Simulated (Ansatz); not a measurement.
CdS:
```
CELL_PARAMETERS angstrom
      4.16469     0.00000     0.00000
     -2.08235     3.60673     0.00000
      0.00000     0.00000     6.76805
ATOMIC_POSITIONS crystal
  Cd 0.66667 0.33333 0.50007
  Cd 0.33333 0.66667 0.00007
  S  0.66667 0.33333 0.87693
  S  0.33333 0.66667 0.37693
```

Relaxed with r²SCAN.

Q: Map the valence electron density (e/Å³), cut off at 1 on the plane through (0.667, 0.333, 0.500) spanned by u = [0, 0, 1] and v = [1, -1, 0] in lattice vectors, from r²SCAN (plane waves, PAW; program Ansatz).

A: x is the fraction of u, y of v (the angle between them is 90°; rows are the nearest grid lines); atoms in the plane: Cd at (0.00, 0.00), Cd at (0.50, 0.67), S at (0.38, 0.00), S at (0.88, 0.67).
```
y \ x   0.000  0.0882  0.176  0.265  0.353  0.441  0.559  0.647  0.735  0.824  0.912   1.00
------  -----  ------  -----  -----  -----  -----  -----  -----  -----  -----  -----  -----
1.00     1.00    1.00  0.399   1.00  0.266  0.939  0.226  0.036  0.030  0.211   1.00   1.00
0.917    1.00    1.00  0.231  0.589   1.00   1.00  0.170  0.036  0.036  0.142   1.00   1.00
0.833   0.327   0.137  0.070  0.147  0.338  0.404  0.195  0.074  0.106  0.272  0.410  0.327
0.778   0.384   0.092  0.035  0.065  0.215   1.00  0.996  0.183  0.263  0.732  0.901  0.384
0.694   0.723   0.114  0.025  0.049  0.485   1.00   1.00  0.543  0.650  0.944  0.665  0.723
0.611   0.617   0.103  0.024  0.045  0.364   1.00   1.00  0.421  0.532   1.00   1.00  0.617
0.528   0.208   0.055  0.020  0.032  0.101  0.355  0.358  0.113  0.158  0.389  0.464  0.208
0.472   0.080   0.031  0.015  0.023  0.049  0.087  0.075  0.040  0.054  0.110  0.135  0.080
0.389   0.022   0.013  0.009  0.013  0.020  0.024  0.017  0.011  0.012  0.020  0.026  0.022
0.306   0.017   0.011  0.008  0.011  0.017  0.019  0.013  0.009  0.009  0.014  0.019  0.017
0.222   0.052   0.034  0.024  0.039  0.067  0.069  0.030  0.014  0.015  0.029  0.048  0.052
0.167   0.207   0.115  0.064  0.125  0.244  0.219  0.061  0.021  0.021  0.051  0.126  0.207
0.0833   1.00    1.00  0.231  0.578   1.00  0.964  0.156  0.031  0.028  0.122   1.00   1.00
0.000    1.00    1.00  0.399   1.00  0.266  0.939  0.226  0.036  0.030  0.211   1.00   1.00
```

The density is the valence pseudo-density with augmentation charge, so density and ELF within about 1 Å of a nucleus are not all-electron values.

Space group P6_3mc (wurtzite). Symmetry was held in the r²SCAN relaxation.

Potentials: the earlier of the program's two PAW sets. The files were generated under PBE; for other functionals the program regenerates the frozen cores, and for LDA and PBEsol the local potential too.
